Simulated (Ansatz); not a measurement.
Profile along the Ta–Ta line in Ta (bcc, W type)

Ta (bcc, W type), conventional cell a = b = c = 3.2819 Å, α = β = γ = 90.00°. The calculation uses the primitive cell of 1 atom, to which meshes and values per cell refer.

Fields along a shortest Ta–Ta line of a {211} plane (2.84 Å), from Ta to Ta, interpolated on the slice's grid (step about 0.2 Å). Level of theory: PBEsol (plane waves to 420 eV, PAW, scalar-relativistic; Ansatz, a quantum-chemistry and plane-wave program). k mesh 20×20×20. These are valence fields of a PAW run, semicore shells included where kept as valence: close to a nucleus they are smooth pseudo fields. Spin-orbit coupling is left out, though Ta is heavy. Ta is run without spin polarisation. Ta was relaxed with its symmetry unable to fall. The PAW data are Ansatz's earlier set.

| distance from Ta (Å) | valence electron density (e/Å³) | electron localisation function |
|---|---|---|
| 0.00 | 3.09 | x |
| 0.28 | 4.54 | x |
| 0.57 | 3.85 | 0.75 |
| 0.85 | 1.25 | 0.54 |
| 1.14 | 0.42 | 0.22 |
| 1.42 | 0.31 | 0.29 |
| 1.70 | 0.42 | 0.22 |
| 1.99 | 1.25 | 0.54 |
| 2.27 | 3.85 | 0.75 |
| 2.56 | 4.54 | x |
| 2.84 | 3.09 | x |

x: too close to a nucleus for the ELF to mean much.

Density on the Ta–Ta line (2.84 Å) at its midpoint: 0.31 e/Å³. ELF at that point: 0.3.
